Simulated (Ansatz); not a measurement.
Li (diamond, Fd-3m) at seven volumes, PBEsol (plane waves, PAW; program Ansatz), scaled uniformly. One row is withheld.

```csv
V (Å³/atom),P (GPa)
23.150,0.59
23.913,0.37
24.676,?
25.439,0.00
26.202,-0.15
26.965,-0.29
27.729,-0.42
```

Task: Fit the shown pressures and predict the withheld one.

Result: P = (3/2)B₀(x^(7/2) − x^(5/2))[1 + (3/4)(B′ − 4)(x − 1)] with x = (V₀/V)^(2/3). Least squares on the six rows gives V₀ = 25.451 Å³/atom, B₀ = 5.5 GPa, B′ = 2.71. At V = 24.676, x = 1.0208 and P = 0.18 GPa. The run itself gave 0.18 GPa.

The start of the workflow was typed in or built on a structure type; neither database checked (COD, Materials Project) lists it. It is not the phase usual at ambient conditions (space group No. 229). Symmetry was held in the PBEsol relaxation. At this level the phase is mechanically unstable. The volume moved by -25 % from the start of the relaxation.

Potentials: the later of the program's two PAW sets.
